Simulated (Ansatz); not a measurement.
ZrHg: how the energy converges with the cutoff

ZrHg, P4/mmm, a = 3.147 Å, c = 4.170 Å. The structure is a COD entry; whether it is the stable form wasn't checked. Ansatz: PBEsol, PAW, cutoff varied, Γ-centred 14×14×10 mesh on 2 atoms, Gaussian smearing 0.10 eV; no spin polarisation. Single points at one geometry, the cutoff alone changed; ΔE is the energy at zero smearing over the run at 500 eV. The runs up to 350 eV lie under the cutoff recommended for these PAW datasets.

| cutoff (eV) | ΔE (meV/atom) |
| --- | --- |
| 250 | ? |
| 300 | 83.20 |
| 350 | 5.28 |
| 420 | 0.80 |

Problem. Assume ΔE falls exponentially with the cutoff, fit y = ln ΔE against x, the cutoff in eV, to the other rows, and predict the missing value.

Solution. y = 4.421, 1.664, -0.223. Means x = 356.7, y = 1.9540; Σ(Δx)² = 7267, ΣΔxΔy = -275.7; the slope is their ratio. y = 15.49 − 0.03795 x, a factor of ten per 61 eV. At 250 eV this gives ΔE = 404.44 meV/atom. The run gave 808.51, a ratio of 0.50. Between neighbouring rows the decay runs from a factor of ten per 42 eV to one per 85 eV, so one exponential is only a rough guide. The fast fall gives way to a slow tail, so a fit to low cutoffs promises convergence too early.